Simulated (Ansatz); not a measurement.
One crystal and one scan (frozen-phonon scan) at two levels, PBE (plane waves to 420 eV, PAW, scalar-relativistic; Ansatz, an electronic-structure program) and r2SCAN (plane waves to 500 eV, PAW, scalar-relativistic; Ansatz), each from its own relaxed cell and on its own mesh. The cell shown is that of PBE.

W (bcc, W type)

```xyz
2
Lattice="-3.1835 3.1835 3.1835 1.5918 -1.5918 1.5918 1.5918 1.5918 -1.5918" Properties=species:S:1:pos:R:3 pbc="T T T"
W      0.0000     0.0000     0.0000
W     -1.5918     1.5918     1.5918
```

A phonon eigenvector at N = (0.5, 0.0, 0.0) is frozen into this cell: atom i moves by Q times the vector below, so Q is the largest atomic displacement, in Å. The cell is held. (q is in reciprocal vectors of the primitive cell; the cell shown is doubled to hold the pattern.)

```csv
atom,x,y,z
W1,0.000,-0.707,-0.707
W2,0.000,0.707,0.707
```

Spin-orbit coupling is left out, though W is heavy. W is run without spin polarisation. W was relaxed with its symmetry unable to fall. With partly filled bands, energies and forces of such displacements shift with the k mesh and the smearing. Percentages come from the unrounded values. Both scans cover Q from -0.180 to 0.180 Å.

| quantity | PBE | r2SCAN | PBE − r2SCAN |
|---|---|---|---|
| Lattice constant a (Å) | 3.184 | 3.169 | +0.015 (+0.4 %) |
| Energy at Q = 0.180 Å (meV/cell) | 997 | 1050 | -53 (-5.1 %) |
| Harmonic wavenumber from the curvature (finite differences) (cm⁻¹ (negative: imaginary)) | 218 | 225 | -7 (-3 %) |

PBE gives the higher value for: lattice constant a. PBE gives the lower value for: energy at Q = 0.180 Å; harmonic wavenumber from the curvature. Both give the same space group of the distorted cell: Cmme (No. 67), lowered from Im-3m.

ΔE (meV/cell), each from the undisplaced structure of its own level:

```csv
Q (Å),PBE,r2SCAN
-0.180,997,1050
-0.150,699,738
-0.120,451,478
-0.090,256,272
-0.060,115,122
-0.030,29,31
0.000,0,0
0.030,29,31
0.060,115,122
0.090,256,272
0.120,451,478
0.150,699,738
0.180,997,1050
```

(For displaced atoms, the force is minus the slope of the energy, and its curvature is a force constant, which sets phonon frequencies.)
